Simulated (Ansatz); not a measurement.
Clean, relaxed (111) surface of TiC, space group Fm-3m (No. 225) (top face towards +c; atoms held fixed, by place in the list: 1, 2, 3, 4):

```yaml
crystal:
  lattice:
    - [3.06036, 0.00000, 0.00000]
    - [-1.53018, 2.65035, 0.00000]
    - [0.00000, 0.00000, 25.74570]
  atoms:
    - { symbol: C, position: [0.33333, 0.66667, 0.33015] }
    - { symbol: Ti, position: [0.66667, 0.33333, 0.37868] }
    - { symbol: C, position: [0.00000, 0.00000, 0.42721] }
    - { symbol: Ti, position: [0.33333, 0.66667, 0.47574] }
    - { symbol: C, position: [0.66667, 0.33333, 0.52429] }
    - { symbol: Ti, position: [0.00000, 0.00000, 0.57072] }
    - { symbol: C, position: [0.33333, 0.66667, 0.62426] }
    - { symbol: Ti, position: [0.66667, 0.33333, 0.66423] }
```

Computed with Ansatz, DFT r2SCAN, scalar-relativistic, plane waves, PAW. Settings: cutoff 500 eV, Γ-centred mesh 12×12×1 on the computed 8-atom cell, Gaussian smearing of 0.10 eV; no spin polarisation. The cell repeats along c with a dipole correction in the vacuum.

F (atom) is adsorbed on the top face, one adsorbate per 8.1 Å², and relaxed from 3 starting sites (fractions of a and b). The adsorption energy is E(slab + adsorbate) − E(slab) − E(free adsorbate, spin-polarised where open-shell). Heights count from the highest slab atom after relaxation. Δφ is the top face's. Δp counts per cell along +c. Bonded neighbours lie within 1.25 times the sum of covalent radii (1.35 for H) and, on that scale, within 12 % of the closest. With the adsorbate the cell is lengthened along c to keep the vacuum.

```json
{"start": "top (Ti) at (0.67, 0.33)", "ends at": "(0.67, 0.33), 1 bonded neighbour (Ti)", "E_ads (eV)": "-5.81", "height (Å)": "1.76", "shortest contact": "F–Ti 1.76 Å", "Δφ (eV)": "+2.62", "Δp (e·Å)": "-0.116"}
{"start": "hollow (Ti-Ti-Ti) at (0.00, 0.00)", "ends at": "(0.00, 0.00), 3 bonded neighbours (Ti)", "E_ads (eV)": "-6.77", "height (Å)": "1.24", "shortest contact": "F–Ti 2.16 Å", "Δφ (eV)": "-0.32", "Δp (e·Å)": "+0.016"}
{"start": "bridge (Ti-Ti) at (0.17, 0.83)", "ends at": "(0.00, 0.00), 3 bonded neighbours (Ti)", "E_ads (eV)": "-6.77", "height (Å)": "1.24", "shortest contact": "F–Ti 2.16 Å", "Δφ (eV)": "-0.33", "Δp (e·Å)": "+0.017"}
```

Among the sites tried, the lowest end comes from the bridge (Ti-Ti) at (0.17, 0.83) start; the hollow (Ti-Ti-Ti) at (0.00, 0.00) start ended within 0.02 eV of it, though not always at the same place; other sites may lie lower.

Each end is the local minimum or symmetric point that its start leads to. This ideal cut is polar: the work functions of its two faces differ by 2.1 eV. Real polar faces reconstruct or get covered, and then bind electron donors or acceptors far more weakly.

Spin polarisation was left out, and a magnetic state may lie lower.